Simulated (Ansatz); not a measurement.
Na (bcc (W type)), relaxed and computed with several functionals in Ansatz (plane waves, PAW). Much of their spread follows the volume that each gives.

```json
[
 {"functional": "LDA", "V (Å³/atom)": "33.29", "K_Hill (GPa)": "9.1"},
 {"functional": "PBE+D3(BJ)", "V (Å³/atom)": "33.97", "K_Hill (GPa)": "8.9"},
 {"functional": "PBEsol", "V (Å³/atom)": "36.28", "K_Hill (GPa)": "7.9"},
 {"functional": "r²SCAN", "V (Å³/atom)": "37.67", "K_Hill (GPa)": "?"},
 {"functional": "PBE", "V (Å³/atom)": "36.96", "K_Hill (GPa)": "7.8"}
]
```

Task: Fit a straight line to ln K against ln V and predict the withheld value.

Result: Least squares on the 4 shown rows: ln K = -1.57 × ln V + (7.715), with a scatter of 1 %. For r²SCAN this gives 7.5. The run itself gave 7.7, outside the scatter: the line misses something about this case.

All cells were relaxed under the symmetry of their starts (and spin orders); stability against distortions was not tested throughout.

Potentials: the later of the program's two PAW sets.

Ansatz (a first-principles code) is a plane-wave DFT program.
